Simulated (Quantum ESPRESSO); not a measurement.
# One change at a time to Al3Au2Mo2Ru

Calculated results; nothing here was measured. They come from Quantum ESPRESSO 7.5, a public plane-wave density functional program. Each row is one single-point run on a made-up periodic cell of eight metal atoms, with elements, volume, strain and displacements drawn at random and not relaxed, so a cell may be unstable or far from any real phase. There is no spin polarisation or spin-orbit coupling.

Settings: PBE unless stated; PseudoDojo standard norm-conserving files; Fermi-Dirac width 0.25 eV, which means electrons at about 2900 K; cutoff 1143 eV; 6 x 5 x 4 k mesh shifted half a step off Gamma. E is the free energy of the whole cell (internal energy minus TS), so a -TS column is already part of it. Stress is positive in tension, and the pressure P is minus a third of its trace.

Checks: one run of this series was repeated at a higher cutoff and on a denser mesh, which moved values by no more than 0.003 eV, 0.04 GPa and 0.005 eV/Å, and a second program with other atomic files agreed on it to 2 % rms in force and 0.5 GPa in pressure. Known limits: heavy elements are run without spin-orbit coupling, which real alloys of them have; a spin test at this wide smearing found no moment, but such smearing suppresses magnetism that the real alloy may have.

The lattice is face-centred cubic, and the cell vectors in Å are (-4.087, 0.027, -0.056); (0.083, -3.982, 4.071); (-0.012, 6.084, 2.146), a volume of 136.12 Å³ in run 1. The elements on sites 1 to 8 are Au Ru Mo Au Al Mo Al Al. Each later run makes one change to run 1 and keeps the rest. E is counted from run 1, and is n/a where other atomic files have another zero of energy.

| run | change | V (Å³) | P (GPa) | -TS (eV) | rms force (eV/Å) | largest change of a force component (eV/Å) | E (eV) |
|---|---|---|---|---|---|---|---|
| 1 | none | 136.12 | -10.98 | -1.274 | 0.327 | 0.000 | 0.000 |
| 2 | sites 4 and 7 exchanged | 136.12 | -10.48 | -1.315 | 0.498 | 0.800 | 0.183 |
| 3 | all lengths scaled by +0.58 % | 138.50 | -12.90 | -1.303 | 0.310 | 0.083 | 0.178 |
| 4 | LDA in place of PBE | 136.12 | -19.29 | -1.282 | 0.300 | 0.200 | n/a |
| 5 | Ga on site 5 | 136.12 | -10.39 | -1.270 | 0.341 | 0.234 | n/a |
| 6 | site 2 moved by +0.21 Å along x | 136.12 | -10.08 | -1.252 | 0.342 | 0.223 | ? |

## Worked estimate

Along the move dE = -F dx. The force on site 2 along x is -0.003 eV/Å in run 1 and -0.226 eV/Å in run 6, and the move is +0.21 Å, so the mean force times the move gives an estimate.

## Withheld value

Question: what E should run 6 give?

The estimate is 0.024 eV. The calculation gave 0.015 eV. The mean of two end points misses the curvature of the force.
